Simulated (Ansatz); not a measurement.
This run works on a generated trial structure, not on a known crystal.

Input and command of a plane-wave DFT calculation in Ansatz:

```yaml
crystal:
  lattice:
    - [3.64097984, 2.10212069, 4.54530814]
    - [-3.64097984, 2.10212069, 4.54530814]
    - [0.0, -4.20424138, 4.54530814]
  atoms:
    - { symbol: Na, position: [0.0, 0.0, 0.0] }
    - { symbol: Na, position: [0.5, 0.5, 0.5] }
    - { symbol: V, position: [0.30769334, 0.30769334, 0.30769334], spin: 2.0 }
    - { symbol: V, position: [0.69230666, 0.69230666, 0.69230666], spin: 2.0 }
    - { symbol: Te, position: [0.5, 0.5, 0.0] }
    - { symbol: Te, position: [0.0, 0.5, 0.5] }
    - { symbol: Te, position: [0.5, 0.0, 0.5] }
basis:
  ecutwfc: 420
kpoints:
  mp_grid: { grid: [3, 3, 3] }
hamiltonian:
  xc: pbe
scf:
  occupations: { method: gaussian, width: 0.2 }
  lower_state_search: "off"
output:
  forces: true
  stress: true
  eigenvalues: true
  populations: true
magnetization:
  spin_polarized: true
relax:
  adjacent_minimum: "off"
  f_tol: 0.08
  max_steps: 16
  cell: { stress_tol: 0.8 }
```

```bash
ansatz run input.yaml --threads 1 --pin off --max-ram 2560MiB --backend cpu --events-out ev --progress --plain --runs-dir out
```

Processor: Arm Neoverse V1, 1 thread, on a host shared with other jobs.

Estimate time, memory and problem size.

About 110 s, peak memory 0.64 GiB. It solves 58 bands at 6 k points (after reduction by symmetry) with about 5283 plane waves (on the last cell), in 76 SCF iterations over 8 ionic steps.
